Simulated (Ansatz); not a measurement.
A geometry of La2O3 away from equilibrium: step 2 of the relaxation of a generated cell, La2O3 built in the AFLOW prototype A3B2_hP5_164_ad_d (D5_13, as in Al3Ni2). These are r2SCAN (plane waves to 500 eV, PAW, scalar-relativistic; Ansatz, an electronic-structure program) values and carry that method's errors. Γ-centred k-mesh 6×6×5 on the run's cell (coarser than for final values), Fermi–Dirac smearing 0.05 eV.

```
CELL_PARAMETERS angstrom
      4.27540     0.00000     0.00000
     -2.13770     3.70261     0.00000
      0.00000     0.00000     5.12676
ATOMIC_POSITIONS crystal
  O  0.00000 0.00000 0.00000
  O  0.33333 0.66667 0.66352
  O  0.66667 0.33333 0.33648
  La 0.33333 0.66667 0.18654
  La 0.66667 0.33333 0.81346
```

Task: Which atoms carry the largest force, and which way does it point?

Result: 4.48 eV/Å, on La4, La5 (atoms numbered as listed); on La4 its components are (0.00, 0.00, 4.48).

Task: What is the pressure?

Result: -5.5 GPa, compression positive.

No spin polarisation in the result.

The run could not lose the symmetry of its start; a randomly shaken copy of 10 atoms returns to this structure.

The first start was generated by placing the elements on the sites of a structure type. Materials Project lists a structure of La2O3 in the same space group, P-3m1 (No. 164); the sites were not compared with it, nor with measured phases.
